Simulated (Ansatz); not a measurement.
K: frozen-core PAW against all-electron methods

```
K
1.0
    -2.61800    2.61800    2.61800
     2.61800   -2.61800    2.61800
     2.61800    2.61800   -2.61800
K
1
Direct
  0.00000 0.00000 0.00000
```

The cell is a measured one (Crystallography Open Database entry 9011006); the temperature and pressure of the measurement aren't taken into account, and nothing was relaxed.

All numbers are computed: DFT, PBEsol, PAW with Ansatz's default frozen-core files, scalar-relativistic (Ansatz 0.2.0); DFT, PBEsol, all-electron LAPW, scalar-relativistic (Ansatz 0.2.0).

For PAW: a Γ-centred 10×10×10 k mesh, Fermi–Dirac smearing of 0.08 eV, cutoff 420 eV, no spin polarisation; the PAW files were made with PBE, and the program remakes their frozen cores for this functional. LAPW targets a basis error of 0.5 meV/atom. The Ansatz runs share mesh, smearing and spin set-up. Plane-wave (PAW) pressures include the program's estimate of the Pulay term.

Stress and pressure are positive in compression.

Levels count from the Fermi level.

PAW results:

```tsv
quantity	PAW
pressure (GPa)	-0.03
highest filled level at Γ (eV)	-2.190
lowest empty level at Γ (eV)	4.313
highest filled level at P (eV)	-15.522
lowest empty level at P (eV)	1.479
highest filled level at H (eV)	-15.539
lowest empty level at H (eV)	1.667
```

(1) What does full-potential LAPW give for the same quantities?

Results:

(1) 
```tsv
quantity	LAPW
pressure (GPa)	-0.03
highest filled level at Γ (eV)	-2.190
lowest empty level at Γ (eV)	4.313
highest filled level at P (eV)	-15.521
lowest empty level at P (eV)	1.479
highest filled level at H (eV)	-15.538
lowest empty level at H (eV)	1.667
```
